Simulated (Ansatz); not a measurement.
SnSe:
Space group Pnma (No. 62); a = 11.6733 Å, b = 4.1233 Å, c = 4.6496 Å, α = 90.00°, β = 90.00°, γ = 90.00°

```
atom  site  symmetry       x       y       z
----  ----  --------  ------  ------  ------
Sn      4c       .m.  0.1209  0.7500  0.1228
Se      4c       .m.  0.1472  0.2500  0.5146
```

Relaxed with r²SCAN+D4.

Task: Decompose the optical modes at the zone centre into irreducible representations, and say which are infrared and Raman allowed.

Result: Point group mmm: Γ_opt = 4Ag + 2Au + 2B1g + 3B1u + 4B2g + B2u + 2B3g + 3B3u. Infrared: B1u, B2u, B3u. Raman: Ag, B1g, B2g, B3g.

Task: Assign frequencies (DFPT, r²SCAN+D4 (plane waves, PAW; program Ansatz); without the LO–TO term).

Result: B3g 31, Ag 32, B2g 46, Au 54, B1g 57, B3u 63, Ag 67, B1u 74, B2g 76, B2u 121, B3g 127, Au 135, B1g 140, B3u 143, B1u 147, Ag 149, B1u 151, Ag 154, B3u 161, B2g 161, B2g 195 cm⁻¹.

Subscripts of B labels follow the axes of the standard setting.

The r²SCAN+D4 relaxation kept the symmetry of its start. Scalar-relativistic: spin–orbit coupling is off unless named, which matters more the heavier the elements.

Potentials: the earlier of the program's two PAW sets. The files were generated under PBE; for other functionals the program regenerates the frozen cores, and for LDA and PBEsol the local potential too.
